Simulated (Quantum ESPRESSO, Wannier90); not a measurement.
**Li$_{3}$Bi (Fm-3m), plane waves to Wannier functions**

Structure: Materials Project mp-23222, symmetrised, not relaxed again. Not found in the COD (Crystallography Open Database) copy used; not checked further. Level: PBEsol, spinors with spin-orbit coupling; pw.x of Quantum ESPRESSO at 60 Ry with PseudoDojo potentials, 6×6×6 k-points, Wannier90. Density: 12×12×12 mesh, cold smearing 0.01 Ry.

On the energy scale of pw.x, whose zero is arbitrary, the Fermi level lies at 6.50 eV.

Input w.win:

```
num_bands = 4
num_wann = 4
exclude_bands = 1-6,11-68
spinors = true
num_iter = 1000
conv_tol = 1.0e-6
conv_window = 4
write_hr = true
write_u_matrices = true
auto_projections = true
begin unit_cell_cart
ang
    0.0000000000    3.3454950000    3.3454950000
    3.3454950000    0.0000000000    3.3454950000
    3.3454950000    3.3454950000    0.0000000000
end unit_cell_cart
begin atoms_frac
Li  -0.2500000000 -0.2500000000 -0.2500000000
Li   0.2500000000  0.2500000000  0.2500000000
Li   0.5000000000  0.5000000000  0.5000000000
Bi   0.0000000000  0.0000000000  0.0000000000
end atoms_frac
mp_grid = 6 6 6
begin kpoints
0.0000000000 0.0000000000 0.0000000000
0.0000000000 0.0000000000 0.1666666667
0.0000000000 0.0000000000 0.3333333333
... (213 more lines: the 6x6x6 mesh through Gamma)
end kpoints
```

Input of pw2wannier90.x that gives the overlap and projection files (equivalent; here they were cut from one run over all bands):

```
&inputpp
  outdir = './out'
  prefix = 'pwscf'
  seedname = 'w'
  write_amn = .true.
  write_mmn = .true.
  scdm_proj = .true.
  scdm_entanglement = 'isolated'
/
```

Output w.wout (banner and timings cut):

```
                                    ------
                                    SYSTEM
                                    ------

                              Lattice Vectors (Ang)
                    a_1     0.000000   3.345495   3.345495
                    a_2     3.345495   0.000000   3.345495
                    a_3     3.345495   3.345495   0.000000

                   Unit Cell Volume:      74.88781  (Ang^3)

                        Reciprocal-Space Vectors (Ang^-1)
                    b_1    -0.939052   0.939052   0.939052
                    b_2     0.939052  -0.939052   0.939052
                    b_3     0.939052   0.939052  -0.939052

 *----------------------------------------------------------------------------*
 |   Site       Fractional Coordinate          Cartesian Coordinate (Ang)     |
 +----------------------------------------------------------------------------+
 | li   1  -0.25000  -0.25000  -0.25000   |   -1.67275  -1.67275  -1.67275    |
 | li   2   0.25000   0.25000   0.25000   |    1.67275   1.67275   1.67275    |
 | li   3   0.50000   0.50000   0.50000   |    3.34550   3.34550   3.34550    |
 | bi   1   0.00000   0.00000   0.00000   |    0.00000   0.00000   0.00000    |
 *----------------------------------------------------------------------------*
                                ------------
                                K-POINT GRID
                                ------------

             Grid size =  6 x  6 x  6      Total points =  216

 *---------------------------------- MAIN ------------------------------------*
 |  Number of Wannier Functions               :                 4             |
 |  Number of Objective Wannier Functions     :                 4             |
 |  Number of input Bloch states              :                 4             |
 |  Output verbosity (1=low, 5=high)          :                 1             |
 |  Timing Level (1=low, 5=high)              :                 1             |
 |  Optimisation (0=memory, 3=speed)          :                 3             |
 |  Length Unit                               :               Ang             |
 |  Post-processing setup (write *.nnkp)      :                 F             |
 |  Using Gamma-only branch of algorithms     :                 F             |
 *----------------------------------------------------------------------------*
 *------------------------------- WANNIERISE ---------------------------------*
 |  Total number of iterations                :              1000             |
 |  Number of CG steps before reset           :                 5             |
 |  Trial step length for line search         :             2.000             |
 |  Convergence tolerence                     :         0.100E-05             |
 |  Convergence window                        :                 4             |
 |  Iterations between writing output         :                 1             |
 |  Iterations between backing up to disk     :               100             |
 |  Write r^2_nm to file                      :                 F             |
 |  Write xyz WF centres to file              :                 F             |
 |  Write on-site energies <0n|H|0n> to file  :                 F             |
 |  Use guiding centre to control phases      :                 F             |
 |  Use phases for initial projections        :                 F             |
 *----------------------------------------------------------------------------*
 *-------------------------------- PLOTTING ----------------------------------*
 |  Plotting Hamiltonian in WF basis          :                 T             |
 *----------------------------------------------------------------------------*

 *---------------------------------- K-MESH ----------------------------------*
 +----------------------------------------------------------------------------+
 |                    Distance to Nearest-Neighbour Shells                    |
 |                    ------------------------------------                    |
 |          Shell             Distance (Ang^-1)          Multiplicity         |
 |          -----             -----------------          ------------         |
 |             1                   0.271081                      8            |
 |             2                   0.313017                      6            |
 |             3                   0.442673                     12            |
 |             4                   0.519080                     24            |
 |             5                   0.542162                      8            |
 |             6                   0.626034                      6            |
 |             7                   0.682205                     24            |
 |             8                   0.699928                     24            |
       ... (lines left out)
 +----------------------------------------------------------------------------+
 | The b-vectors are chosen automatically                                     |
 | The following shells are used:                       1                     |
 +----------------------------------------------------------------------------+
 |                        Shell   # Nearest-Neighbours                        |
 |                        -----   --------------------                        |
 |                          1               8                                 |
 +----------------------------------------------------------------------------+
 | Completeness relation is fully satisfied [Eq. (B1), PRB 56, 12847 (1997)]  |
 +----------------------------------------------------------------------------+
 |                  b_k Vectors (Ang^-1) and Weights (Ang^2)                  |
 |                  ----------------------------------------                  |
 |            No.         b_k(x)      b_k(y)      b_k(z)        w_b           |
 |            ---        --------------------------------     --------        |
 |             1         0.156509    0.156509   -0.156509     5.103094        |
 |             2         0.156509   -0.156509    0.156509     5.103094        |
 |             3        -0.156509    0.156509    0.156509     5.103094        |
 |             4         0.156509    0.156509    0.156509     5.103094        |
 |             5        -0.156509   -0.156509    0.156509     5.103094        |
 |             6        -0.156509    0.156509   -0.156509     5.103094        |
 |             7         0.156509   -0.156509   -0.156509     5.103094        |
 |             8        -0.156509   -0.156509   -0.156509     5.103094        |
 +----------------------------------------------------------------------------+
 |                           b_k Directions (Ang^-1)                          |
 |                           -----------------------                          |
 |            No.           x           y           z                         |
 |            ---        --------------------------------                     |
 |             1         0.156509    0.156509   -0.156509                     |
 |             2         0.156509   -0.156509    0.156509                     |
 |             3        -0.156509    0.156509    0.156509                     |
 |             4         0.156509    0.156509    0.156509                     |
 +----------------------------------------------------------------------------+

 Starting a new Wannier90 calculation ...

 Reading overlaps from w.mmn

 Reading projections from w.amn

 *------------------------------- WANNIERISE ---------------------------------*
 +--------------------------------------------------------------------+<-- CONV
 | Iter  Delta Spread     RMS Gradient      Spread (Ang^2)            |<-- CONV
 +--------------------------------------------------------------------+<-- CONV

 ------------------------------------------------------------------------------
 Initial State
  WF centre and spread    1  (  0.000000,  0.000000,  0.000000 )     0.48806074
  WF centre and spread    2  ( -0.000000,  0.000000, -0.000000 )     0.48806715
  WF centre and spread    3  ( -0.000000,  0.000000, -0.000000 )     0.48809960
  WF centre and spread    4  ( -0.000000, -0.000000,  0.000000 )     0.48806277
  Sum of centres and spreads ( -0.000000,  0.000000, -0.000000 )     1.95229025

      0     0.195E+01     0.0000000000        1.9522902542  <-- CONV
        O_D=      0.0000024 O_OD=      0.0007517 O_TOT=      1.9522903 <-- SPRD
 ------------------------------------------------------------------------------
      1    -0.442E-05     0.0017100438        1.9522858340  <-- CONV
        O_D=      0.0000006 O_OD=      0.0007490 O_TOT=      1.9522858 <-- SPRD
      2    -0.185E-05     0.0015426809        1.9522839876  <-- CONV
        O_D=      0.0000001 O_OD=      0.0007477 O_TOT=      1.9522840 <-- SPRD
      3    -0.239E-06     0.0006443473        1.9522837484  <-- CONV
        O_D=      0.0000000 O_OD=      0.0007475 O_TOT=      1.9522837 <-- SPRD
      4    -0.196E-07     0.0001818836        1.9522837289  <-- CONV
        O_D=      0.0000000 O_OD=      0.0007475 O_TOT=      1.9522837 <-- SPRD
      5    -0.317E-08     0.0000698832        1.9522837257  <-- CONV
        O_D=      0.0000000 O_OD=      0.0007475 O_TOT=      1.9522837 <-- SPRD
      6    -0.884E-09     0.0000347630        1.9522837248  <-- CONV
        O_D=      0.0000000 O_OD=      0.0007475 O_TOT=      1.9522837 <-- SPRD
             <<<     Delta < 1.000E-06  over  4 iterations     >>>
             <<< Wannierisation convergence criteria satisfied >>>
 Final State
  WF centre and spread    1  ( -0.000000, -0.000000, -0.000000 )     0.48805901
  WF centre and spread    2  ( -0.000000,  0.000000,  0.000000 )     0.48806439
  WF centre and spread    3  ( -0.000000, -0.000000, -0.000000 )     0.48809872
  WF centre and spread    4  (  0.000000,  0.000000,  0.000000 )     0.48806161
  Sum of centres and spreads (  0.000000,  0.000000, -0.000000 )     1.95228372

         Spreads (Ang^2)       Omega I      =     1.951536199
        ================       Omega D      =     0.000000021
                               Omega OD     =     0.000747505
    Final Spread (Ang^2)       Omega Total  =     1.952283725
```
